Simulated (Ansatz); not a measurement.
Put CdS4 in P4/mmm (No. 123): Cd on 1b; S on 4i.

These are results of DFT PBE, scalar-relativistic, plane waves, PAW (Ansatz 0.2.0), not measurements. Cutoff 420 eV, Γ-centred mesh, Gaussian smearing, no spin polarisation.

The zero of energy is the elements' standard structures at the same level; no fitted shifts are applied.

Question: Predict the relaxed structure.

Answer:

Space group P4/mmm (No. 123). a = 4.839 Å, b = 4.839 Å, c = 4.989 Å, α = 90.00°, β = 90.00°, γ = 90.00°
```tsv
atom	site	symmetry	x	y	z
Cd	1b	4/mmm	0.0000	0.0000	0.5000
S	4i	2mm.	0.0000	0.5000	0.1983
```

Cd is surrounded by 8 S at 2.85 Å; S has 1 S at 1.98 Å and 2 Cd at 2.85 Å. Another local minimum with the same sites may exist.

Question: And its energy and gap?

Answer: The formation energy is +0.10 eV/atom and the gap on the 8×8×8 mesh of the 5-atom cell is 0 eV (a metal). It can't be a ground state, since the elements alone are lower.

The last run used Gaussian smearing of 0.10 eV. The reference form of S is held partly by dispersion forces, which this level lacks. A structure relaxed within its symmetry needn't be a true minimum.
